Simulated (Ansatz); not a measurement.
# SiC: from a first guess to the relaxed wurtzite type

First guess:

```xyz
4
Lattice="3.1589 0.0000 0.0000 -1.5794 2.7356 0.0000 0.0000 0.0000 5.1489" Properties=species:S:1:pos:R:3 pbc="T T T"
Si    0.0000    1.8238    0.0000
Si    1.5794    0.9119    2.5745
C     0.0000    1.8238    1.9360
C     1.5794    0.9119    4.5105
```

Method: DFT, PBE, PAW with Ansatz's default frozen-core files, scalar-relativistic (Ansatz 0.2.0).

Cell and atoms relax within the symmetry of the start on a 13×13×7 k mesh with 0.08 eV Fermi–Dirac smearing.

The start is built from a prototype, known or not as a phase of this compound; the cutoff is 420 eV.

(1) What is the pressure of the first guess?

(2) What does it relax to?

(3) How much energy does the relaxation release?

## Answers

(1) -10.94 GPa.

(2) a = 3.092 Å, b = 3.092 Å, c = 5.074 Å, α = 90.00°, β = 90.00°, γ = 120.00° (conventional cell), 10.50 Å³ per atom:
Space group P6_3mc (No. 186). a = 3.092 Å, b = 3.092 Å, c = 5.074 Å, α = 90.00°, β = 90.00°, γ = 120.00°
| atom | site | symmetry | x | y | z |
| --- | --- | --- | --- | --- | --- |
| Si | 2b | 3m. | 0.3333 | 0.6667 | 0.0001 |
| C | 2b | 3m. | 0.3333 | 0.6667 | 0.3759 |

(3) 23 meV/atom.
